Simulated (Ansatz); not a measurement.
Input:

ZnS:
```cif
data_S2Zn2
_chemical_formula_sum 'Zn2 S2'
_space_group_name_H-M_alt 'P 1'
_space_group_IT_number 1
_cell_length_a 3.80708
_cell_length_b 3.80708
_cell_length_c 6.24658
_cell_angle_alpha 90.000
_cell_angle_beta 90.000
_cell_angle_gamma 120.000
loop_
_space_group_symop_operation_xyz
  'x, y, z'
loop_
_atom_site_label
_atom_site_type_symbol
_atom_site_fract_x
_atom_site_fract_y
_atom_site_fract_z
_atom_site_occupancy
Zn1 Zn 0.33333 0.66667 0.00035 1
Zn2 Zn 0.66667 0.33333 0.50035 1
S1 S 0.33333 0.66667 0.37465 1
S2 S 0.66667 0.33333 0.87465 1
```

This is the r²SCAN-relaxed structure.

All from the program Ansatz at the r²SCAN level (PAW), unless another level is named. Give the static dielectric constant ε0 (ions relaxed, cell fixed).

8.26 (xx = yy), 8.81 (zz).

Predict the electronic dielectric constant ε∞ (DFPT).

5.33 (xx = yy), 5.45 (zz).

Next, the Born charges (a third of the trace)?

Zn +1.97, S -1.97 e.

Predict the Bader charges.

Zn +0.97, S -0.97 e.

Space group P6_3mc (wurtzite). The cell was relaxed with r²SCAN under the symmetry of its start.

Potentials: the earlier of the program's two PAW sets. The files were generated under PBE; for other functionals the program regenerates the frozen cores, and for LDA and PBEsol the local potential too.
